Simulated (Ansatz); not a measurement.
Question: Each is relaxed and computed with the program Ansatz at the r²SCAN level (PAW). Which is the only metal?
A) BaSrTi2O6, Fm-3m (Sr on 4a, Ti on 8c, O on 24d, Ba on 4b)
B) SnF4, I4/mmm (Sn on 2a, F on 4e, F on 4c)
C) SrGe2Ir2, I4/mmm (Sr on 2a, Ge on 4e, Ir on 4d)
D) Rb2NaPdF6, I4/mmm (Pearson symbol tI20)

Answer: C, SrGe2Ir2, I4/mmm (Sr on 2a, Ge on 4e, Ir on 4d). SrGe2Ir2: metal; SnF4: gap 4.20 eV (indirect); Rb2NaPdF6: gap 0.92 eV (indirect); BaSrTi2O6: gap 2.21 eV (direct). Spin orders computed, not proven ground states: Rb2NaPdF6, I4/mmm (Pearson symbol tI20) ferromagnetic. Typed or built starts, not in the databases checked: BaSrTi2O6, Fm-3m (Sr on 4a, Ti on 8c, O on 24d, Ba on 4b). Standing as an ambient phase not checked: SrGe2Ir2, I4/mmm (Sr on 2a, Ge on 4e, Ir on 4d); SnF4, I4/mmm (Sn on 2a, F on 4e, F on 4c); Rb2NaPdF6, I4/mmm (Pearson symbol tI20). Began spin-polarised and lost the moments: BaSrTi2O6, Fm-3m (Sr on 4a, Ti on 8c, O on 24d, Ba on 4b). Weakly bound layers, chains or molecules computed without a dispersion correction, so cells and soft constants are ill determined: SnF4, I4/mmm (Sn on 2a, F on 4e, F on 4c). All cells were relaxed under the symmetry of their starts (and spin orders); stability against distortions was not tested throughout. Rows with no word on spin ran without spin polarisation. Spin–orbit coupling is left out wherever it is not named.

Potentials: the later of the program's two PAW sets.
